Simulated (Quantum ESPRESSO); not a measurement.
**Band energies of CsCl at +1 % isotropic strain**

```
CELL_PARAMETERS angstrom
      4.10612     0.00000     0.00000
      0.00000     4.10612     0.00000
      0.00000     0.00000     4.10612
ATOMIC_POSITIONS crystal
  Cl 0.50000 0.50000 0.50000
  Cs 0.00000 0.00000 0.00000
```

norm-conserving PBEsol (Quantum ESPRESSO, 58 Ry, scalar-relativistic); path ΓXMΓRX,MR; energies in eV from the valence-band maximum.

```csv
k (1/Å),point,band 4,band 5,band 6,band 7,band 8,band 9,band 10,band 11
0.00,Γ,-5.80,-5.80,0.00,0.00,0.00,5.11,5.27,5.27
0.22,,-5.78,-5.78,-0.28,-0.05,-0.05,5.41,5.59,5.77
0.44,,-5.71,-5.71,-0.82,-0.15,-0.15,5.79,6.57,7.13
0.66,,-5.66,-5.66,-1.18,-0.24,-0.24,6.24,7.42,8.54
0.77,X,-5.65,-5.65,-1.23,-0.25,-0.25,6.34,7.56,8.77
0.98,,-5.86,-5.63,-1.06,-0.30,-0.22,6.48,7.68,7.69
1.20,,-6.28,-5.59,-0.72,-0.39,-0.14,6.23,6.59,8.41
1.42,,-6.58,-5.56,-0.47,-0.43,-0.08,5.88,5.98,7.97
1.53,M,-6.62,-5.56,-0.44,-0.44,-0.07,5.83,5.90,7.91
1.64,,-6.59,-5.56,-0.47,-0.43,-0.08,5.87,5.98,7.94
1.96,,-6.18,-5.63,-0.74,-0.32,-0.14,6.21,6.77,8.31
2.18,,-5.92,-5.71,-0.64,-0.19,-0.12,5.98,6.51,6.75
2.40,,-5.82,-5.78,-0.25,-0.06,-0.04,5.48,5.59,5.66
2.61,Γ,-5.80,-5.80,0.00,0.00,0.00,5.11,5.27,5.27
2.71,,-5.82,-5.80,-0.06,-0.01,-0.01,5.23,5.34,5.34
2.92,,-5.90,-5.78,-0.38,-0.11,-0.11,5.87,5.87,5.97
3.12,,-6.03,-5.88,-0.53,-0.30,-0.30,6.81,6.81,6.94
3.33,,-6.17,-6.11,-0.56,-0.56,-0.46,7.49,7.93,7.93
3.63,,-6.31,-6.31,-0.97,-0.97,-0.75,7.54,8.32,8.32
3.84,,-6.36,-6.36,-1.13,-1.13,-1.10,8.31,8.46,8.46
3.94,R,-6.36,-6.36,-1.16,-1.16,-1.16,8.48,8.48,8.48
4.04,,-6.36,-6.35,-1.14,-1.13,-1.11,8.33,8.43,8.47
4.33,,-6.26,-6.17,-0.92,-0.84,-0.55,7.28,7.82,8.36
4.53,,-6.09,-5.98,-0.77,-0.67,-0.22,7.04,7.49,7.60
4.72,,-5.86,-5.79,-0.96,-0.43,-0.16,6.82,7.51,7.54
4.92,,-5.68,-5.67,-1.19,-0.27,-0.23,6.39,7.55,8.49
5.02,X,-5.65,-5.65,-1.23,-0.25,-0.25,6.34,7.56,8.77
5.02,M,-6.62,-5.56,-0.44,-0.44,-0.07,5.83,5.90,7.91
5.12,,-6.61,-5.59,-0.47,-0.47,-0.12,5.94,6.00,7.92
5.31,,-6.55,-5.83,-0.66,-0.66,-0.46,6.67,6.82,8.01
5.50,,-6.45,-6.13,-0.93,-0.93,-0.87,7.63,8.21,8.21
5.78,R,-6.36,-6.36,-1.16,-1.16,-1.16,8.48,8.48,8.48
```

The PBEsol gap is direct, 5.11 eV at Γ.

Geometry strained from the cell relaxed with PBEsol, atoms relaxed again.
